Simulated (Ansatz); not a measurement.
An ordered 8-atom cell of GaB3As4 on the zincblende lattice (P-43m), relaxed with r2SCAN in the PAW code Ansatz: space group P-43m (No. 215), cubic; a = 5.021 Å in the conventional setting, 15.82 Å³ an atom. B has 4 As at 2.13 Å; As has 3 B at 2.13 Å and 1 Ga at 2.31 Å; Ga has 4 As at 2.31 Å. The primitive cell holds 8 atoms in 126.58 Å³. These are computed values for a non-magnetic cell that may be hypothetical; none is a measurement.

Computed values: Without spin-orbit coupling PBE's valence top is a threefold level at Γ and the gap is 0.526 eV; with it the level splits into four states above two, Δ₀ = 0.286 eV apart. HSE06 (4×4×4) gives a least gap of 1.16 eV, direct. r2SCAN's ε∞ is 10.36.

**What is the density?** The cell holds 3 B, 4 As, 1 Ga: M = 3×10.810 + 4×74.922 + 1×69.723 = 401.84 u in V = 126.58 Å³. ρ = 1.66054 × M/V = 1.66054 × 401.84/126.58 = 5.272 g/cm³, for the static r2SCAN lattice.

**If the centre of gravity stays and the conduction band doesn't move, what gap follows with spin-orbit coupling?** The fourfold level rises by Δ₀/3 = 0.095 eV and the twofold one falls by 2Δ₀/3, so E_g ≈ 0.526 − 0.095 = 0.431 eV. The PBE+SOC run gives 0.435 eV, +0.005 eV from the estimate.

**At what wavelength does absorption set in by HSE06, excitons left aside?** λ = 1239.84 eV nm/E: 1069 nm for the least gap. That lies in the infrared.

**What refractive index and reflectivity at normal incidence follow, below the gap and above the phonons?** n = √10.36 = 3.219; R = ((n − 1)/(n + 1))² = (2.219/4.219)² = 27.7 % a face.

Only the levels marked +SOC include spin-orbit coupling.

The meshes of the hybrids are coarse, so their gaps aren't converged to the digits shown.
